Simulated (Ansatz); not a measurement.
# GaSb (zinc blende): scan of one atom of the cell

GaSb (zinc blende)

```
GaSb
1.0
    0.00000     6.21351     6.21351
    3.10675     0.00000     3.10675
    3.10675     3.10675     0.00000
Sb Ga
2 2
Direct
  0.37500   0.75000   0.75000
  0.87500   0.75000   0.75000
  0.00000   0.00000   0.00000
  0.50000   0.00000   0.00000
```

Scan: atom 1 (Sb, nearest neighbour Ga at 2.691 Å; its periodic images, 4.4 Å or more away, move with it) is displaced along Cartesian z, direction (0.000, 0.000, 1.000) in Cartesian axes, by s. The other atoms stay.

Method: PBE (plane waves to 420 eV, PAW, scalar-relativistic; Ansatz, a first-principles code). k mesh 11×11×11 (Γ-centred), Fermi-Dirac smearing 0.05 eV. Energies are smeared free energies. Compression counts positive. With partly filled bands, energies and forces of such displacements shift with the k mesh and the smearing. F∥ is the force on the atom along that direction. F⊥ is the part of the force across the line. At this level the bands of GaSb touch or barely overlap; measurements give the solid a gap. GaSb was relaxed with its symmetry unable to fall. Spin-orbit coupling is left out, though Sb is heavy. ΔE is measured from the undisplaced structure.

```
s (Å)   ΔE (meV/cell)  F∥ (eV/Å)  P (GPa)  |F⊥| (eV/Å)
------  -------------  ---------  -------  -----------
-0.810           2049      3.997      5.6        0.501
-0.648           1414      3.788      3.8        0.371
-0.486            842      3.206      2.3        0.263
-0.324            391      2.324      1.1        0.167
-0.162            101      1.229      0.3        0.085
0.000               0      0.001      0.0        0.002
0.162             100     -1.230      0.3        0.087
0.324             392     -2.344      1.0        0.182
0.486             849     -3.248      2.2        0.286
0.648            1427     -3.829      3.7        0.357
0.810            2071     -4.073      5.4        0.391
```

Read from the data:

The energy at s = 0.810 Å is 2071 meV/cell and the force along the line at s = -0.810 Å is 4.00 eV/Å. The force constant k = d²E/ds² at s = 0 (finite differences) is 7.72 eV/Å². Shape of the curve: a single well with its minimum at or next to zero displacement. Harmonic estimate at the end of the scan: ½ks² = 2532 meV/cell against the computed 2071 meV/cell, so the well is softer than harmonic there.

The 11 points together took very roughly 17 core-minutes.

(A displaced cell: forces are minus the slopes of the energy, force constants its curvatures, and phonons follow from these.)
